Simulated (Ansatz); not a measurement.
Method: Ansatz, DFT PBE, scalar-relativistic, plane waves, PAW. Plane waves to 420 eV, a 6×6×6 mesh through Γ for the 8-atom cell and 0.10 eV Gaussian smearing; collinear spin.

Formation energies are uncorrected and count from the elements' standard states at the same level.

Task: Find a candidate hexagonal metal that holds Lu and 2 more elements, with a formation energy near −1.54 eV/atom and a density near 3.6 g/cm³, in a cell of 8 atoms. Its symmetry should be P-62m (No. 189).

Result: LuZrBr6, space group P-62m (No. 189). Around Lu lie 6 Br at 2.77 Å and 2 Zr at 3.54 Å; Zr is surrounded by 6 Br at 2.70 Å and 2 Lu at 3.54 Å; Br is surrounded by 1 Zr at 2.70 Å and 1 Lu at 2.77 Å.

```cif
data_structure
_symmetry_space_group_name_H-M 'P-62m'
_symmetry_Int_Tables_number 189
_cell_length_a 7.4986
_cell_length_b 7.4986
_cell_length_c 7.0729
_cell_angle_alpha 90.000
_cell_angle_beta 90.000
_cell_angle_gamma 120.000
_cell_volume 344.42
loop_
_atom_site_label
_atom_site_type_symbol
_atom_site_symmetry_multiplicity
_atom_site_Wyckoff_symbol
_atom_site_fract_x
_atom_site_fract_y
_atom_site_fract_z
_atom_site_occupancy
Lu1 Lu 1 a 0.00000 0.00000 0.00000 1
Zr1 Zr 1 b 0.00000 0.00000 0.50000 1
Br1 Br 6 i 0.27848 0.00000 0.74274 1
```

The volume per atom is 43.1 Å³, the density is 3.6 g/cm³ and the energy over the elements is −1.54 eV/atom. The gap on the 6×6×6 mesh of the 8-atom cell is 0 eV (a metal), the net moment per atom is 0.00 μB and the moment by site is all under 0.1 μB.

The structure comes from a generated guess, relaxed at this level; another structure or a mixture of phases may lie lower. The answer needn't be unique; the calculation gave this one.

Weakly bound directions are ill-defined at this level, which has no dispersion term. The reference form of Br is held partly by dispersion forces, which this level lacks. Symmetry constrained the relaxation, so the result can be a saddle point. Site moments count only spheres around the atoms; the net moment includes the space between them.
